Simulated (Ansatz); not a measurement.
Question: As (diamond, Fd-3m) is relaxed with the program Ansatz at the PBEsol level (PAW). What lattice parameters of the conventional cell result?

Answer: a = 6.001 Å.

Question: Is it a metal or does it have a gap at this level?

Answer: No gap at this level.

The start of the workflow was typed in or built on a structure type; neither database checked (COD, Materials Project) lists it. It is not the phase usual at ambient conditions (space group No. 166). The cell was relaxed with PBEsol under the symmetry of its start. At this level the phase is mechanically unstable. Spin–orbit coupling is left out wherever it is not named.

Potentials: the later of the program's two PAW sets.
